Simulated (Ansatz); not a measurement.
CdHgTe$_{2}$ in space group R3m (No. 160; Cd on 3a, Hg on 3a, Te on 3a, Te on 3a) at seven volumes, plane-wave PAW PBEsol (Ansatz code), shape and atoms relaxed at each. One row is withheld.

| V (Å³/atom) | P (GPa) |
|---|---|
| 31.230 | 4.97 |
| 32.260 | 3.01 |
| 33.290 | 1.37 |
| 34.319 | 0.00 |
| 35.349 | -1.14 |
| 36.378 | -2.09 |
| 37.408 | ? |

Fit the shown pressures and predict the withheld one.

P = (3/2)B₀(x^(7/2) − x^(5/2))[1 + (3/4)(B′ − 4)(x − 1)] with x = (V₀/V)^(2/3). Least squares on the six rows gives V₀ = 34.321 Å³/atom, B₀ = 41.6 GPa, B′ = 5.01. At V = 37.408, x = 0.9442 and P = -2.89 GPa. The run itself gave -2.89 GPa.

The first step of the workflow began from a Materials Project structure, measured or hypothetical; the Crystallography Open Database copy checked does not list it. With Cd and Hg taken as one species the cell has the higher symmetry F-43m, so it may be an ordered model of a mixed-site phase. Whether it is the stable phase at ambient conditions was not checked. Symmetry was held in the PBEsol relaxation; its stability against distortions is not shown here. Spin–orbit coupling is left out wherever it is not named.

Potentials: the later of the program's two PAW sets.
